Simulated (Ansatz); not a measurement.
Si2Mo in space group I4/mcm (No. 140; Si on 8h, Mo on 4a) under volume change, plane-wave PAW PBE (Ansatz code), shape and atoms relaxed at each volume.

| V (Å³/atom) | E − E(relaxed) (meV/atom) | P (GPa) |
|---|---|---|
| 14.036 | 78.8 | 19.73 |
| 14.499 | 33.1 | 12.09 |
| 14.962 | (withheld) | (withheld) |
| 15.424 | 0.0 | 0.00 |
| 15.887 | (withheld) | (withheld) |
| 16.350 | 26.8 | -8.80 |
| 16.813 | 57.3 | -12.24 |

Problem. Complete the blanks.

Solution. 
- 15.887, E − E(relaxed) (meV/atom): 7.0
- 15.887, P (GPa): -4.75
- 14.962, E − E(relaxed) (meV/atom): 7.8
- 14.962, P (GPa): 5.57

Problem. What does a third-order Birch–Murnaghan fit give for V₀, B₀ and B′?

Solution. V₀ = 15.42 Å³/atom, B₀ = 171 GPa, B′ = 4.3.

The cell is a constructed one: a structure type filled with these elements; neither database checked (COD, Materials Project) lists it. It is not the phase usual at ambient conditions (space group No. 139). The PBE relaxation kept the symmetry of its start; its stability against distortions is not shown here. The run is not spin-polarised.

Potentials: the later of the program's two PAW sets.
